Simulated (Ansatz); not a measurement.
A: CdSe (zinc blende), a = b = c = 6.196 Å, α = β = γ = 90.00°
B: ZnS (zinc blende), a = 5.4434 Å, b = 5.4434 Å, c = 5.4434 Å, α = 90.00°, β = 90.00°, γ = 90.00°
C: KTaO3 (cubic perovskite), a = b = c = 4.0244 Å, α = β = γ = 90.00°

Scan: energy against volume (even scaling of the relaxed cell, symmetry kept). One method and one kind of scan serve all of them; meshes and ranges differ. All were relaxed with their symmetry unable to fall. KTaO3 is run without spin polarisation. Spin-orbit coupling is left out.

Q: Rank these by bulk modulus (fitted) (highest first), as PBE (plane waves to 420 eV, PAW, scalar-relativistic; Ansatz, an electronic-structure program) gives it.

A: C (188 GPa), B (69.4 GPa), A (44.7 GPa)

(Under strain, the slope of the energy per volume gives the stress and its curvature an elastic modulus.)
